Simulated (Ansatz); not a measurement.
Relaxed-ion elastic tensor of GaSe in space group P6_3/mmc (No. 194; Ga on 4f, Se on 4f) in GPa (Voigt order), LDA in the plane-wave PAW code Ansatz; density 5.26 g/cm³, 23.46 Å³ per atom.

```
 102  27.4  10.7   0.0   0.0   0.0
27.4   102  10.7   0.0   0.0   0.0
10.7  10.7  35.2   0.0   0.0   0.0
 0.0   0.0   0.0   9.2   0.0   0.0
 0.0   0.0   0.0   0.0   9.2   0.0
 0.0   0.0   0.0   0.0   0.0  37.4
```

Q: Is the crystal mechanically stable?

A: Yes: the smallest eigenvalue of C is 9.2 GPa.

Q: Work out the Voigt, Reuss and Hill averages.

A: K_V = 37.5, K_R = 27.6, K_H = 32.5; G_V = 23.9, G_R = 15.5, G_H = 19.7 GPa.

Q: Give Young's modulus, Poisson's ratio, Pugh's ratio and the universal anisotropy index.

A: E = 9KG/(3K + G) = 49.1 GPa; ν = 0.25; K/G = 1.65 (near the Pugh limit of 1.75, no verdict); A_U = 5G_V/G_R + K_V/K_R − 6 = 3.08.

Q: Estimate the sound speeds and the Debye temperature.

A: v_l = √((K + 4G/3)/ρ) = 3340 m/s, v_t = √(G/ρ) = 1930 m/s, mean 2150 m/s; Θ = (h/k)(3n/4πV)^(1/3) v_m = 223 K.

Q: How much does each axis shrink under pressure?

A: Linear compressibilities β_i = Σ_j S_ij (j = 1 to 3): x 5.7, y 5.7, z 25 per TPa.

Symmetry was held in the LDA relaxation. A crystal of weakly bound layers computed without a dispersion correction: the cell and the soft elastic constants depend strongly on that.

Potentials: the later of the program's two PAW sets.
